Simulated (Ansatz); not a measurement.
The elements of this relaxed trial crystal are hidden behind letters.

```
lattice vectors (Å)
   5.4696    0.0000    0.0000
   0.0000    5.4696    0.0000
   0.0000    0.0000    5.4696
fractional positions
X 0.5000 0.0000 0.0000
X 0.0000 0.5000 0.0000
X 0.0000 0.0000 0.5000
Z 0.0000 0.5000 0.5000
Z 0.5000 0.0000 0.5000
Z 0.5000 0.5000 0.0000
Q 0.0000 0.0000 0.0000
Q 0.5000 0.5000 0.5000
```

Theory: Ansatz 0.2.0, DFT PBE, scalar-relativistic, plane waves, PAW. Plane waves to 420 eV, an 8×8×8 mesh through Γ for the 8-atom cell and 0.10 eV Gaussian smearing; no spin polarisation.

* Space group: Pm-3m (No. 221)
* Conventional cell: a = 5.470 Å
* Volume per atom: 20.45 Å³
* Density: 3.72 g/cm³
* Formation energy: +0.17 eV/atom
* Gap on the 8×8×8 mesh of the 8-atom cell: 0 eV (a metal)

Energies are uncorrected and count from the elements' standard states at the same level.

Task: X is an s-block element of period 3, Z is a p-block element of period 3 and Q is a d-block element of period 5. Which elements are they?

Result: X = Mg, Z = Al, Q = Pd, so the formula is Mg3Al3Pd2. Density times volume gives a mean mass of 3.72 × 20.45/1.6605 = 45.8 u per atom, and this set has 45.8 u. Mg has 2 Pd at 2.73 Å and 4 Al at 2.73 Å; Al is surrounded by 2 Pd at 2.73 Å and 4 Mg at 2.73 Å; Pd on its first site has 6 Mg at 2.73 Å; 1 more site not described. Other sets within the hints have nearly the same mass, so mass alone doesn't settle it; this one was computed.

A structure relaxed within its symmetry needn't be a true minimum.
